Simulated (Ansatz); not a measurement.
Ansatz input

```yaml
crystal:
  lattice:
    - [0.0, 2.2805127382, 2.2805127382]
    - [2.2805127382, 0.0, 2.2805127382]
    - [2.2805127382, 2.2805127382, 0.0]
  atoms:
    - { symbol: Co, position: [0.0, 0.0, 0.0], spin: -1.459 }
    - { symbol: Co, position: [0.5, 0.5, 0.5], spin: -1.459 }
hamiltonian:
  xc: lda
  pseudopotentials:
    kind: paw
    azcp:
      Co: "pseudopotentials/Co.paw.azcp"
basis:
  ecutwfc: 420
  fft_grid_basis: typed
kpoints:
  mp_grid: { grid: [14, 14, 14], shift: [0, 0, 0] }
magnetization:
  spin_polarized: true
scf:
  occupations: { method: fermi_dirac, width: 0.05 }
  lower_state_search: "off"
output:
  stress: true
```

and its output:

```
Warning: the record states the generating functional pbe (its physics header spells it `PBE`), which answers neither for hamiltonian.xc's functional nor for the lda family's — results may be inconsistent (PPs are generated against a specific XC)
Engine: ansatz 0.2.0, x86_64-unknown-linux-gnu
Pseudopotentials: kind: paw
Pseudopotential: Co, paw, valence charge 17, recommended cutoff 420 eV (normal) 
Functional definition: SPW92
  exchange = slater_x
  correlation = pw_c
Crystal: 2 atoms, lattice volume = 23.721 Å³
Basis set: ecut = 420 eV, 459 PW (Γ)
Bands: 23, of which v1, the nominal top of the filled ones, is band 17 counted from 1 (16 counted from 0)
Symmetry: 96 space group operations
Space group: Pm-3m (ITA 221), of the structure as read, at distance tolerance 2.9e-5 Å
Magnetic group: BNS 221.92 (UNI 1594), of the structure as read, at distance tolerance 2.9e-5 Å
k-points: 104 of 2744
Non-local potential: Co, projectors of the file, l = 0: 3, l = 1: 2, l = 2: 3, l = 3: 1
PAW form: soft (Blöchl's): semilocal exchange-correlation on the pseudo side does not see the compensation charge
PAW frozen core: Co, regenerated for the run's functional, and the local potential with it (the file was generated under x = pbe(κ = 0.804, μ = 0.2195149727645171), c = pbe(β = 0.06672455060314922))
PAW one-centre angular grid: Co, 590 points (default); XC on 64 Gauss nodes
Initial density: superposition of atomic densities (chi_scale 0.1, normalization cell)
Starting moments: Σ|m| = 2.918 μB on 2 of 2 sites
Initial wavefunctions: pseudopotential atomic-orbital guess
Functional: x = slater, c = lda
iter 1 solved again at ethr=1.83e-4 eV; its pass at ethr=3.10e-3 eV (dr2=6.21e-2 eV) is discarded
SCF iter   1: F=—  HF=-10123.669781 eV  |F-HF|=—  |Δ(HF+E_count)|=         —  Δρ=4.22e-2 (↑4.22e-2 ↓3.59e-2)  dr2=6.27e-2  dr2_m=3.12e-1  M=-2.972 μB ∫|m|=2.985 μB  β_m=1.00  ethr=1.83e-4  ⟨swp⟩=1.0  Hψ=24527  notcnv=0
spin=Collinear: Kerker preconditioning applied to the charge; magnetization (m = ρ↑ − ρ↓) channel mixes plain (no charge-response kernel on spin).
SCF iter   2: F=—  HF=-10123.627540 eV  |F-HF|=—  |Δ(HF+E_count)|=   4.22e-2  Δρ=1.29e-2 (↑1.29e-2 ↓8.92e-3)  dr2=4.04e-2  dr2_m=1.04e-2  M=-2.999 μB ∫|m|=3.045 μB  β_m=1.00  ethr=1.83e-4  ⟨swp⟩=2.2  Hψ=8759  notcnv=0
SCF iter   3: F=—  HF=-10123.667549 eV  |F-HF|=—  |Δ(HF+E_count)|=   4.00e-2  Δρ=6.37e-3 (↑1.53e-3 ↓6.37e-3)  dr2=7.33e-3  dr2_m=2.05e-3  M=-3.023 μB ∫|m|=3.079 μB  β_m=1.00  ethr=1.19e-4  ⟨swp⟩=2.1  Hψ=9605  notcnv=0  defer=1
SCF iter   4: F=—  HF=-10123.711069 eV  |F-HF|=—  |Δ(HF+E_count)|=   4.35e-2  Δρ=6.01e-3 (↑1.61e-3 ↓6.01e-3)  dr2=4.46e-3  dr2_m=1.61e-3  M=-3.049 μB ∫|m|=3.110 μB  β_m=1.00  ethr=2.16e-5  ⟨swp⟩=1.5  Hψ=6809  notcnv=0  defer=1
SCF iter   5: F=—  HF=-10123.730923 eV  |F-HF|=—  |Δ(HF+E_count)|=   1.99e-2  Δρ=3.63e-3 (↑3.63e-3 ↓1.02e-3)  dr2=9.52e-4  dr2_m=1.06e-3  M=-3.073 μB ∫|m|=3.139 μB  β_m=1.00  ethr=1.31e-5  ⟨swp⟩=2.0  Hψ=8440  notcnv=0  defer=1
SCF iter   6: F=—  HF=-10123.745153 eV  |F-HF|=—  |Δ(HF+E_count)|=   1.42e-2  Δρ=2.64e-3 (↑2.64e-3 ↓1.28e-3)  dr2=2.99e-4  dr2_m=7.91e-4  M=-3.095 μB ∫|m|=3.163 μB  β_m=1.00  ethr=2.80e-6  ⟨swp⟩=2.1  Hψ=6230  notcnv=0  defer=1
SCF iter   7: F=—  HF=-10123.754059 eV  |F-HF|=—  |Δ(HF+E_count)|=   8.91e-3  Δρ=2.52e-3 (↑2.52e-3 ↓9.17e-4)  dr2=4.17e-4  dr2_m=5.88e-4  M=-3.115 μB ∫|m|=3.185 μB  β_m=1.00  ethr=8.79e-7  ⟨swp⟩=2.0  Hψ=8326  notcnv=0  defer=1
SCF iter   8: F=—  HF=-10123.759189 eV  |F-HF|=—  |Δ(HF+E_count)|=   5.13e-3  Δρ=1.60e-3 (↑1.60e-3 ↓1.18e-3)  dr2=4.79e-5  dr2_m=4.06e-4  M=-3.131 μB ∫|m|=3.202 μB  β_m=1.00  ethr=8.79e-7  ⟨swp⟩=2.2  Hψ=8150  notcnv=0  defer=1
SCF iter   9: F=—  HF=-10123.762357 eV  |F-HF|=—  |Δ(HF+E_count)|=   3.17e-3  Δρ=1.31e-3 (↑1.31e-3 ↓1.15e-3)  dr2=1.82e-5  dr2_m=3.14e-4  M=-3.145 μB ∫|m|=3.218 μB  β_m=1.00  ethr=1.41e-7  ⟨swp⟩=2.0  Hψ=8453  notcnv=0  defer=1
SCF iter  10: F=—  HF=-10123.764358 eV  |F-HF|=—  |Δ(HF+E_count)|=   2.00e-3  Δρ=1.09e-3 (↑1.09e-3 ↓1.02e-3)  dr2=7.87e-6  dr2_m=2.31e-4  M=-3.158 μB ∫|m|=3.231 μB  β_m=0.30  ethr=5.37e-8  ⟨swp⟩=2.0  Hψ=8501  notcnv=0  defer=1
Mixer restart at iter 10: flushing history
spin-set hold released at iteration 10 (site moments contracting): the magnetisation degrees of freedom join the quasi-Newton model from the next iteration; the mixer history was flushed
SCF iter  11: F=—  HF=-10123.766003 eV  |F-HF|=—  |Δ(HF+E_count)|=   1.65e-3  Δρ=1.60e-3 (↑1.60e-3 ↓1.53e-3)  dr2=1.01e-5  dr2_m=5.21e-4  M=-3.168 μB ∫|m|=3.241 μB  β_m=0.43  ethr=2.32e-8  ⟨swp⟩=2.0  Hψ=8386  notcnv=0  defer=1
SCF iter  12: F=—  HF=-10123.768030 eV  |F-HF|=—  |Δ(HF+E_count)|=   2.03e-3  Δρ=1.92e-3 (↑1.92e-3 ↓1.72e-3)  dr2=1.51e-5  dr2_m=7.12e-4  M=-3.201 μB ∫|m|=3.277 μB  β_m=0.82  ethr=2.32e-8  ⟨swp⟩=3.4  Hψ=10816  notcnv=0  defer=1
SCF iter  13: F=—  HF=-10123.768322 eV  |F-HF|=—  |Δ(HF+E_count)|=   2.92e-4  Δρ=5.75e-4 (↑5.75e-4 ↓5.00e-4)  dr2=1.28e-4  dr2_m=1.46e-6  M=-3.236 μB ∫|m|=3.313 μB  β_m=0.61  ethr=2.32e-8  ⟨swp⟩=2.5  Hψ=9396  notcnv=0  defer=1
SCF iter  14: F=—  HF=-10123.768300 eV  |F-HF|=—  |Δ(HF+E_count)|=   2.24e-5  Δρ=2.91e-4 (↑2.91e-4 ↓1.67e-4)  dr2=2.44e-5  dr2_m=1.10e-6  M=-3.236 μB ∫|m|=3.313 μB  β_m=0.50  ethr=2.32e-8  ⟨swp⟩=2.4  Hψ=8855  notcnv=0  defer=1
SCF iter  15: F=—  HF=-10123.768294 eV  |F-HF|=—  |Δ(HF+E_count)|=   6.01e-6  Δρ=1.04e-4 (↑1.04e-4 ↓5.26e-5)  dr2=2.76e-6  dr2_m=2.04e-7  M=-3.236 μB ∫|m|=3.313 μB  β_m=0.75  ethr=2.32e-8  ⟨swp⟩=2.2  Hψ=6908  notcnv=0  defer=1
SCF iter  16: F=—  HF=-10123.768293 eV  |F-HF|=—  |Δ(HF+E_count)|=   7.64e-7  Δρ=2.85e-5 (↑2.85e-5 ↓1.20e-5)  dr2=1.91e-7  dr2_m=1.99e-8  M=-3.236 μB ∫|m|=3.313 μB  β_m=0.88  ethr=8.13e-9  ⟨swp⟩=2.1  Hψ=6610  notcnv=0  defer=1
SCF iter  17: F=-10123.768293 eV  HF=-10123.768293 eV  |F-HF|=1.15e-8  |Δ(HF+E_count)|=   4.03e-8  Δρ=6.03e-6 (↑6.03e-6 ↓3.23e-6)  dr2=1.20e-8  dr2_m=6.03e-10  M=-3.236 μB ∫|m|=3.313 μB  ethr=2.94e-10  ⟨swp⟩=4.0  Hψ=14400  notcnv=0
SCF 1 converged in 17 iterations: F = -10123.768293 eV  dr2 = 1.20e-8
SCF converged after 17 iterations
Magnetization: -3.2357 μB (15.3822 up, 18.6178 down)
Absolute magnetization: 3.3126 μB (∫|ρ↑−ρ↓|, with the PAW one-centre terms)
Spin contamination: 0.0241 ħ² per cell (⟨S²⟩ above its minimum at these occupations)
Per-site moments (μB) at R_I (Å): [(-1.6068956027797705, 0.9407115045075001), (-1.6068956027797703, 0.9407115045075001)]
Free energy (F): -10123.768293 eV
Harris-Foulkes:  -10123.768293 eV  (|F-HF|=1.15e-8)
Internal energy: -10123.740774 eV  (E = F + TS)
E sigma→0 (E₀):  -10123.754534 eV
Entropy (-TS):   -0.027519 eV (-13.759 meV/atom)
Fermi energy:    16.523389 eV
--- Per-component energies (eV) ---
  E_band       = -556.047259
  E_kinetic    = 910.386966
  E_local      = -6120.921758  (includes V_loc(G=0)·N_el)
  E_nonlocal   = 925.366677
  E_hartree    = 2562.467858
  E_xc         = -314.012582
  E_vxc        = -407.641132  (∫ρ·V_xc dr)
  E_paw        = -2910.341778  (= ΣΔE_a)
  E_vpaw       = -988.185028  (= ΣTr[D̂ρ^β])
  E_aug_tail   = 0.000052  (compensation charges beyond the density's cutoff)
  E_ewald      = -5177.522709
  E_core_change = 0.836501  (= ΣΔE_core)
  E_smearing   = -0.027519  (= −TS)
  E_closure    = -0.000000  (closes the sum)
  Σ components = -10123.768293   (vs F -10123.768293, Δ=0.00e0)
--- Stress (GPa, compression-positive) ---
       -5.395542       0.000000      -0.000000
        0.000000      -5.395542       0.000000
        0.000000       0.000000      -5.395542
  P = ⅓ Tr σ = -5.3955 GPa (-53.955 kbar)
```

Launched by

```sh
ansatz run input.yaml --threads 2 --pin off --max-ram 5120MiB --backend cpu --events-out ev --progress --plain --runs-dir out
```

On 2 threads of Intel(R) Xeon(R) Platinum 8488C (Sapphire Rapids) (shared host) this took about 5.7 s of wall time and 10 s of CPU time.
